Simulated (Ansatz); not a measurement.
Relaxed bulk TaSi$_{2}$:

```xyz
9
Lattice="4.7609 0.0000 0.0000 -2.3804 4.1230 0.0000 0.0000 0.0000 6.5558" Properties=species:S:1:pos:R:3 pbc="T T T"
Ta    2.3804    0.0000    3.2779
Ta    1.1902    2.0615    5.4632
Ta   -1.1902    2.0615    1.0926
Si    0.0000    1.3133    3.2779
Si    3.6235    0.6567    5.4632
Si    1.2431    3.4664    1.0926
Si    2.3804    2.8097    3.2779
Si   -1.2431    3.4664    5.4632
Si    1.1374    0.6567    1.0926
```

Miller indices refer to the conventional cell of P6_222 (No. 180), a = 4.761 Å, b = 4.761 Å, c = 6.556 Å, α = 90.00°, β = 90.00°, γ = 120.00°.

The (001) slab of 4 planes, 6.6 Å thick with 15 Å of vacuum as cut; outer planes TaSi2 (top) and TaSi2 (bottom).

Computed with DFT PBEsol, scalar-relativistic, plane waves, PAW (Ansatz 0.2.0). Settings: cutoff 420 eV, Γ-centred mesh 9×9×1 on the computed 12-atom cell, Gaussian smearing of 0.10 eV; no spin polarisation. A dipole correction removes the field between periodic images along c.

With the atoms at the bulk's places:

```
Surface energy (mean of both faces) : 2.70 J/m²
Work function                       : 4.08 eV
```

Q: What changes when all atoms relax within this surface cell and its symmetry?

A: The energy falls by 0.108 J/m² a face, and the largest move is 0.12 Å.

```yaml
Surface_energy_mean_of_both_faces: 2.59 J/m²
Work_function: 4.22 eV
```

```tsv
plane (bottom to top)	atoms	spacing to next, bulk (Å)	relaxed (Å)	change (%)	rumpling (Å)
1	TaSi2	2.185	2.211	+1.2	0.133
2	TaSi2	2.185	2.191	+0.3	0.042
3	TaSi2	2.185	2.211	+1.2	0.042
4	TaSi2				0.133
```

Spin-orbit coupling is left out, which matters for the bands of heavy elements.

Cost: 4 runs of about 39 core-minutes in all, on Intel Xeon Processor @ 2.50GHz (Skylake/Cascade Lake) (shared hosts).